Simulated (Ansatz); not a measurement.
ZrRh3:
```
ZrRh3
1.0
    3.92910     0.00000     0.00000
    0.00000     3.92910     0.00000
    0.00000     0.00000     3.92910
Zr Rh
1 3
Direct
  0.00000   0.00000   0.00000
  0.50000   0.50000   0.00000
  0.00000   0.50000   0.50000
  0.50000   0.00000   0.50000
```

Relaxed with r²SCAN. Special points in fractions of this cell's reciprocal vectors: Γ (0.000, 0.000, 0.000); X (0.000, 0.500, 0.000); M (0.500, 0.500, 0.000); R (0.500, 0.500, 0.500).

### Question
List the band energies nearest the Fermi level at these points for plane-wave PAW r²SCAN (Ansatz code).

### Answer
In eV from the Fermi level; about four levels below and three above (degenerate sets whole), none deeper than 8.9 eV; points with the same levels are listed once.

```tsv
k	below	above
Γ	-2.17 -2.17 -2.17 -0.35 -0.35	0.63 1.17 1.17 1.17
X	-1.16 -1.16 -1.09 -0.09	1.18 1.75 1.75
M	-1.54 -1.54 -1.35 -1.06 -0.71	2.45 2.45 3.14
R	-2.16 -2.16 -2.16 -1.79 -1.79	0.74 0.74 0.74
```

Space group Pm-3m (Cu3Au type). The workflow started from a Materials Project entry (that database holds measured and hypothetical structures alike); the Crystallography Open Database files this formula in space group No. 221, but the cells were not matched. Whether it is the stable phase at ambient conditions was not checked. Symmetry was held in the r²SCAN relaxation; whether a distortion lowers the energy is not shown. The run is not spin-polarised. Spin–orbit coupling is left out wherever it is not named.

Potentials: the later of the program's two PAW sets.
